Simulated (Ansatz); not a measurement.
Li2H6Pt:
```yaml
crystal:
  lattice:
    - [0.00000, 3.34560, 3.34560]
    - [3.34560, 0.00000, 3.34560]
    - [3.34560, 3.34560, 0.00000]
  atoms:
    - { symbol: Li, position: [0.75000, 0.75000, 0.75000] }
    - { symbol: Li, position: [0.25000, 0.25000, 0.25000] }
    - { symbol: H, position: [0.75640, 0.75640, 0.24360] }
    - { symbol: H, position: [0.24360, 0.24360, 0.75640] }
    - { symbol: H, position: [0.24360, 0.75640, 0.75640] }
    - { symbol: H, position: [0.75640, 0.24360, 0.24360] }
    - { symbol: H, position: [0.75640, 0.24360, 0.75640] }
    - { symbol: H, position: [0.24360, 0.75640, 0.24360] }
    - { symbol: Pt, position: [0.00000, 0.00000, 0.00000] }
```

Relaxed with r²SCAN. Special points in fractions of this cell's reciprocal vectors: Γ (0.000, 0.000, 0.000); X (0.500, 0.000, 0.500); U (0.625, 0.250, 0.625); K (0.375, 0.375, 0.750); L (0.500, 0.500, 0.500); W (0.500, 0.250, 0.750).

List the band energies nearest the valence-band maximum at these points for DFT-r²SCAN in the program Ansatz with PAW potentials.

In eV from the valence-band maximum; about four levels below and three above (degenerate sets whole), none deeper than 8.9 eV; points with the same levels are listed once.

```csv
k,below,above
Γ,-2.23 -2.23 -2.23 -0.42 -0.42 -0.42,7.27 8.16 8.16 8.16
X,-1.83 -1.83 -1.61 -1.61,3.33 8.24 9.05
U,-1.95 -1.88 -1.65 -1.05,4.36 7.48 8.68
L,-2.00 -2.00 -2.00 -0.16 -0.16,5.88 5.88 7.72
W,-1.83 -1.66 -1.66 -1.63,5.02 6.55 9.18 9.18
```

Space group Fm-3m. The first step of the workflow began from a Materials Project structure, measured or hypothetical; the Crystallography Open Database copy checked does not list it. Its standing as an ambient phase is unchecked. Symmetry was held in the r²SCAN relaxation; whether a distortion lowers the energy is not shown. The run is not spin-polarised. Spin–orbit coupling is left out wherever it is not named.

Potentials: the later of the program's two PAW sets.
